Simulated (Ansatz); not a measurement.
CdTe (zinc blende), conventional cell a = b = c = 6.4892 Å, α = β = γ = 90.00°. The calculation uses the primitive cell of 2 atoms, to which meshes and values per cell refer.

Two coordinates are scanned: the volume, and the ratio of the stretch along z (the conventional c axis) to the stretch across it. Atoms keep their fractional coordinates.

Method: PBEsol (plane waves to 420 eV, PAW, scalar-relativistic; Ansatz, an electronic-structure program). k mesh 9×9×9 (Γ-centred), Fermi-Dirac smearing 0.05 eV. Stress and pressure are positive under compression. CdTe was relaxed with its symmetry unable to fall. Spin-orbit coupling is left out, though Te is heavy.

Changes of σzz (GPa) from the point V/V₀ = 1.000, (c/a)/(c/a)₀ = 1.000 when one coordinate moves alone (two changes are said to add if the coupling is within 5 % of the smaller one, nearly so within 20 %):

```
point                               change
----------------------------------  ------
V/V₀ = 1.000, (c/a)/(c/a)₀ = 0.880   0.848
V/V₀ = 1.000, (c/a)/(c/a)₀ = 0.940   0.558
V/V₀ = 0.920, (c/a)/(c/a)₀ = 1.000   4.211
V/V₀ = 0.960, (c/a)/(c/a)₀ = 1.000   1.862
V/V₀ = 1.040, (c/a)/(c/a)₀ = 1.000  -1.477
V/V₀ = 1.080, (c/a)/(c/a)₀ = 1.000  -2.647
V/V₀ = 1.000, (c/a)/(c/a)₀ = 1.060  -0.800
V/V₀ = 1.000, (c/a)/(c/a)₀ = 1.120  -1.807
```

Task: Do the two effects add at V/V₀ = 0.960, (c/a)/(c/a)₀ = 0.940? Give the computed change.

Result: The sum of the single changes is 1.862 + (0.558) = 2.420; the calculation gives 2.337, so the coupling contributes -0.083 (under 20 % of the smaller single change, nearly additive).

Task: What is the change at V/V₀ = 1.080, (c/a)/(c/a)₀ = 1.120, where both move, and how far is it from the sum?

Result: The sum of the single changes is -2.647 + (-1.807) = -4.454; the calculation gives -4.480, so they add (within 5 % of the smaller single change).

Task: What is the change at V/V₀ = 1.040, (c/a)/(c/a)₀ = 1.120, where both move, and how far is it from the sum?

Result: The sum of the single changes is -1.477 + (-1.807) = -3.284; the calculation gives -3.307, so they add (within 5 % of the smaller single change).

(Under strain, the slope of the energy per volume gives the stress and its curvature an elastic modulus.)
